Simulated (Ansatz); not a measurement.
An Ansatz (a quantum-chemistry and plane-wave program) run. Input:

Ansatz 0.2 input:
```yaml
crystal:
  lattice:
    - [-4.7617712466, 4.7617712466, 2.4004895345]
    - [4.7617712466, -4.7617712466, 2.4004895345]
    - [4.7617712466, 4.7617712466, -2.4004895345]
  atoms:
    - { symbol: V, position: [0.5753482572, 0.7284867787, 0.3038350359] }
    - { symbol: V, position: [0.4246517428, 0.2715132213, 0.6961649641] }
    - { symbol: V, position: [0.7284867787, 0.4246517428, 0.1531385215] }
    - { symbol: V, position: [0.2715132213, 0.5753482572, 0.8468614785] }
    - { symbol: V, position: [0.9246517428, 0.2284867787, 0.1531385215] }
    - { symbol: V, position: [0.0753482572, 0.7715132213, 0.8468614785] }
    - { symbol: V, position: [0.7715132213, 0.9246517428, 0.6961649641] }
    - { symbol: V, position: [0.2284867787, 0.0753482572, 0.3038350359] }
    - { symbol: V, position: [0.25, 0.75, 0.5] }
    - { symbol: V, position: [0.75, 0.25, 0.5] }
    - { symbol: Ge, position: [0.6658493462, 0.1658493462, 0.8316986925] }
    - { symbol: Ge, position: [0.3341506538, 0.8341506538, 0.1683013075] }
    - { symbol: Ge, position: [0.1658493462, 0.3341506538, 0.5] }
    - { symbol: Ge, position: [0.8341506538, 0.6658493462, 0.5] }
    - { symbol: Ge, position: [0.25, 0.25, 0.0] }
    - { symbol: Ge, position: [0.75, 0.75, 0.0] }
kpoints:
  mp_grid: { grid: [10, 10, 10] }
hamiltonian:
  xc: r2scan
  pseudopotentials: { kind: paw }
scf:
  occupations: { method: gaussian, width: 0.05 }
checkpoint: { read: metal.run }
output: { write_density: true, elf: true, volumetric_format: npy }
basis: { fft_grid_basis: typed }
```

Output (shortened):

```
Pseudopotentials: kind: paw
Pseudopotential: V, paw, valence charge 13
Pseudopotential: Ge, paw, valence charge 14
Functional definition: r2SCAN
Crystal: 16 atoms, lattice volume = 217.719 Å³
Basis set: ecut = 500 eV, 5465 PW (Γ), exchange–correlation on 216×216×216 points (64 copies of the dense FFT grid, shifted against one another)
Bands: 129, of which v1, the nominal top of the filled ones, is band 107 counted from 1 (106 counted from 0)
Symmetry: 16 space group operations
Space group: I4/mcm (ITA 140), of the structure as read, at distance tolerance 6.0e-5 Å
k-points: 102 of 1000
PAW frozen core: V, regenerated for the run's functional
PAW frozen core: Ge, regenerated for the run's functional
Initial density: read from a saved state, or passed on in memory by an earlier SCF of this step, an earlier step, the calling program or the single point that …
Stability of the state it starts from, as read at its close in the unpolarized treatment …
Initial wavefunctions: pseudopotential atomic-orbital guess
Eigensolver: davidson
Functional: x = r2scan, c = r2scan; τ floored in thin density (d = 2e-4 eV/Å³)
iter 1 solved again at ethr=6.76e-8 eV; its pass at ethr=3.10e-3 eV (dr2=1.45e-4 eV) is discarded
SCF iter   1: F=—  HF=-54994.681959 eV  |F-HF|=—  |Δ(HF+E_count)|=         —  Δρ=3.41e-7  dr2=3.46e-10  dr2_τ=9.71e-12  ethr=6.76e-8  ⟨swp⟩=3.0  Hψ=72149  notcnv=0
all-band conjugate gradients solve this SCF's bands
preconditioner: auto → Kerker (q_TF=auto, 2.720 Å⁻¹)
SCF iter   2: F=—  HF=-54994.681768 eV  |F-HF|=—  |Δ(HF+E_count)|=   1.91e-4  Δρ=4.06e-7  dr2=5.98e-10  dr2_τ=2.12e-11  ethr=1.00e-12  ⟨swp⟩=6.1  Hψ=41794  notcnv=0
SCF iter   3: F=-54994.681768 eV  HF=-54994.681768 eV  |F-HF|=4.37e-11  |Δ(HF+E_count)|=  2.18e-11  Δρ=1.20e-7  dr2=3.87e-11  dr2_τ=1.55e-12  ethr=1.00e-12  ⟨swp⟩=1.0  Hψ=26794  notcnv=0
SCF 1 converged in 3 iterations: F = -54994.681768 eV  dr2 = 3.87e-11
SCF converged after 3 iterations
Free energy (F): -54994.681768 eV
Harris-Foulkes:  -54994.681768 eV  (|F-HF|=4.37e-11)
Internal energy: -54994.673544 eV  (E = F + TS)
E sigma→0 (E₀):  -54994.677656 eV
Entropy (-TS):   -0.008223 eV (-0.514 meV/atom)
Fermi energy:    16.483990 eV
--- Per-component energies (eV) ---
  E_band       = -1939.604266
  E_kinetic    = 4051.391821
  E_local      = -20401.326920  (includes V_loc(G=0)·N_el)
  E_nonlocal   = 2072.048053
  E_hartree    = 9237.830468
  E_xc         = -1694.501278
  E_vxc        = -2270.269479  (∫ρ·V_xc dr)
  E_paw        = -23425.473871  (= ΣΔE_a)
  E_vpaw       = -4014.058566  (= ΣTr[D̂ρ^β])
  E_aug_tail   = 0.001912  (compensation charges beyond the density's cutoff)
  E_vtau       = 146.947601  (kinetic-family band-sum trace: ∫τ·v_τ [+ j·A + Jᵃ·Aᵃ] dr)
  E_ewald      = -24825.471325
  E_core_change = -9.172404  (= ΣΔE_core)
  E_smearing   = -0.008223  (= −TS)
  E_closure    =  0.000000  (closes the sum)
  Σ components = -54994.681768   (vs F -54994.681768, Δ=0.00e0)
  [band-id]    e_kinetic+e_local+e_nonlocal+2·e_hartree+e_vxc+e_vpaw+e_augmentation_tail+e_vtau = -1939.604643   (vs E_band -1939.604266, Δ=-3.77e-4)
--- Band table (eV; the first three rows and the last of 102) ---
  k-point 0: bands = ["-50.3285", "-50.3048", "-50.3048", "-50.2815", "-50.2753", "-50.2578", "-50.2578", "-50.2435", "-50.1668", "-49.9688", "-23.3651", "-23.1689", "-23.1497", "-23.1497", "-23.1253", "-23.1214", "-23.1214", "-23.1205", "-23.1205", "-23.1186", "-23.1050", "-23.0873", "-23.0708", "-23.0302", "-23.0302", "-23.0242", "-22.9858", "-22.8740", "-22.8733", "-22.8733", "-22.8606", "-22.8606", "-22.8592", "-22.8398", "-22.8278", "-22.8256", "-22.8256", "-22.7543", "-22.7543", "-22.1124", "-9.0998", "-8.8668", "-8.8668", "-8.6594", "-8.6510", "-8.6294", "-8.6187", "-8.6170", "-8.6170", "-8.5109", "-8.2567", "-8.2567", "-8.2536", "-8.2516", "-8.2516", "-8.2513", "-8.2417", "-8.2394", "-8.2391", "-8.2369", "-8.2369", "-8.2363", "-8.2345", "-8.2334", "-8.2334", "-8.2298", "-8.2298", "-8.2239", "-8.2221", "-8.2169", "3.4970", "5.6271", "6.5470", "7.3575", "7.3575", "9.8808", "10.2823", "10.4064", "10.4064", "11.1284", "12.4021", "12.5264", "12.5264", "12.7398", "12.9083", "13.3534", "13.3778", "13.3778", "13.8832", "13.8832", "13.9894", "13.9894", "14.4074", "14.6005", "14.6416", "14.8221", "14.8221", "15.0072", "15.1687", "15.2627", "15.4105", "15.4105", "15.6233", "15.8484", "16.0901", "16.3144", "16.3144", "17.0393", "17.1705", "17.1705", "17.5331", "17.6054", "17.6420", "17.6420", "17.7539", "17.9546", "17.9768", "17.9768", "18.1626", "18.2467", "18.3278", "18.4283", "18.5097", "18.5097", "18.9638", "19.1132", "19.1136", "19.1136", "19.1562"]
  k-point 1: bands = ["-50.3281", "-50.3055", "-50.3046", "-50.2814", "-50.2760", "-50.2578", "-50.2573", "-50.2436", "-50.1668", "-49.9688", "-23.3650", "-23.1703", "-23.1482", "-23.1481", "-23.1298", "-23.1284", "-23.1227", "-23.1215", "-23.1154", "-23.1112", "-23.1042", "-23.0870", "-23.0699", "-23.0331", "-23.0299", "-23.0229", "-22.9865", "-22.8765", "-22.8732", "-22.8718", "-22.8657", "-22.8585", "-22.8546", "-22.8434", "-22.8276", "-22.8271", "-22.8223", "-22.7543", "-22.7540", "-22.1124", "-9.0998", "-8.8668", "-8.8668", "-8.6594", "-8.6510", "-8.6294", "-8.6187", "-8.6170", "-8.6170", "-8.5110", "-8.2569", "-8.2567", "-8.2534", "-8.2521", "-8.2517", "-8.2513", "-8.2416", "-8.2394", "-8.2391", "-8.2370", "-8.2366", "-8.2361", "-8.2346", "-8.2335", "-8.2334", "-8.2301", "-8.2300", "-8.2241", "-8.2217", "-8.2168", "3.5166", "5.6135", "6.4823", "7.3644", "7.3812", "9.8791", "10.2293", "10.4272", "10.4869", "11.1510", "12.4175", "12.4343", "12.5253", "12.8409", "12.8477", "13.3446", "13.3851", "13.3990", "13.8906", "13.9131", "13.9831", "13.9983", "14.4074", "14.4839", "14.6411", "14.7932", "14.8937", "15.0802", "15.1849", "15.2580", "15.4152", "15.4277", "15.6203", "15.8601", "16.1094", "16.2894", "16.3251", "16.9791", "17.1315", "17.1887", "17.4939", "17.5954", "17.6069", "17.6723", "17.7585", "17.8967", "17.9888", "18.0143", "18.1784", "18.2679", "18.3571", "18.4210", "18.4507", "18.5087", "18.9427", "19.0279", "19.0824", "19.0947", "19.0992"]
  k-point 2: bands = ["-50.3269", "-50.3074", "-50.3038", "-50.2810", "-50.2780", "-50.2576", "-50.2561", "-50.2437", "-50.1667", "-49.9688", "-23.3648", "-23.1721", "-23.1459", "-23.1437", "-23.1355", "-23.1351", "-23.1276", "-23.1217", "-23.1132", "-23.1030", "-23.0979", "-23.0862", "-23.0691", "-23.0391", "-23.0281", "-23.0208", "-22.9887", "-22.8814", "-22.8730", "-22.8713", "-22.8682", "-22.8546", "-22.8502", "-22.8500", "-22.8307", "-22.8256", "-22.8178", "-22.7543", "-22.7535", "-22.1124", "-9.0998", "-8.8669", "-8.8667", "-8.6594", "-8.6510", "-8.6293", "-8.6187", "-8.6170", "-8.6170", "-8.5109", "-8.2571", "-8.2564", "-8.2532", "-8.2529", "-8.2517", "-8.2512", "-8.2415", "-8.2393", "-8.2393", "-8.2373", "-8.2358", "-8.2357", "-8.2346", "-8.2337", "-8.2335", "-8.2307", "-8.2304", "-8.2246", "-8.2207", "-8.2165", "3.5712", "5.5650", "6.3499", "7.3828", "7.4166", "9.8748", "10.1477", "10.4187", "10.7084", "11.2182", "12.3028", "12.4756", "12.5223", "12.7252", "12.9945", "13.3184", "13.3310", "13.4510", "13.9054", "13.9774", "13.9889", "14.0223", "14.2937", "14.3936", "14.6320", "14.7492", "14.9904", "15.2319", "15.2449", "15.2469", "15.4255", "15.4829", "15.6130", "15.8889", "16.1650", "16.2189", "16.3522", "16.8847", "17.0528", "17.1732", "17.3903", "17.5306", "17.6275", "17.6981", "17.7378", "17.8168", "18.0303", "18.0344", "18.2126", "18.2825", "18.3291", "18.3909", "18.4174", "18.5430", "18.7730", "18.9202", "19.0390", "19.0519", "19.1499"]
  k-point 101: bands = ["-50.3140", "-50.3107", "-50.3107", "-50.2896", "-50.2795", "-50.2524", "-50.2524", "-50.2453", "-50.1665", "-49.9688", "-23.3637", "-23.1594", "-23.1521", "-23.1507", "-23.1507", "-23.1411", "-23.1411", "-23.1121", "-23.1121", "-23.0960", "-23.0726", "-23.0603", "-23.0568", "-23.0532", "-23.0256", "-23.0256", "-22.9998", "-22.9079", "-22.8919", "-22.8689", "-22.8689", "-22.8598", "-22.8598", "-22.8288", "-22.8288", "-22.8286", "-22.8030", "-22.7521", "-22.7521", "-22.1125", "-9.0998", "-8.8667", "-8.8667", "-8.6598", "-8.6509", "-8.6293", "-8.6187", "-8.6170", "-8.6170", "-8.5110", "-8.2589", "-8.2579", "-8.2532", "-8.2525", "-8.2525", "-8.2525", "-8.2405", "-8.2403", "-8.2403", "-8.2364", "-8.2363", "-8.2363", "-8.2349", "-8.2336", "-8.2316", "-8.2300", "-8.2300", "-8.2282", "-8.2150", "-8.2150", "3.9134", "5.7437", "5.7437", "6.5687", "7.5463", "9.8446", "10.2829", "11.2802", "11.3741", "11.3741", "12.0391", "12.2565", "12.6429", "12.6690", "12.6690", "13.1355", "13.4637", "13.4637", "13.8026", "13.8026", "14.4456", "14.4456", "14.5521", "14.5694", "14.5694", "14.8795", "14.8840", "15.1833", "15.1945", "15.3494", "15.3494", "15.7936", "15.8711", "16.0671", "16.1036", "16.3840", "16.3840", "16.7754", "16.7933", "16.8223", "16.8223", "17.2213", "17.2434", "17.5017", "17.5017", "17.6768", "17.6768", "17.8065", "18.0226", "18.1401", "18.1505", "18.5017", "18.5927", "18.7924", "18.8681", "18.8681", "18.8756", "18.8756", "19.1862"]
  band table: 129 of 129 bands, residual norms ≤ 1.0e-3 eV
```

Cost: roughly 4 core-minutes on shared cores.

The first step of the workflow began from a Materials Project structure, measured or hypothetical; the Crystallography Open Database copy checked does not list it. COD files the formula under space group No. 193, so this cell is another polymorph or a model. Its standing as an ambient phase is unchecked. The r²SCAN relaxation kept the symmetry of its start; its stability against distortions is not shown here. The run is not spin-polarised. Scalar-relativistic: spin–orbit coupling is off unless named, which matters more the heavier the elements.

Potentials: the later of the program's two PAW sets.

Ansatz is a plane-wave DFT program.
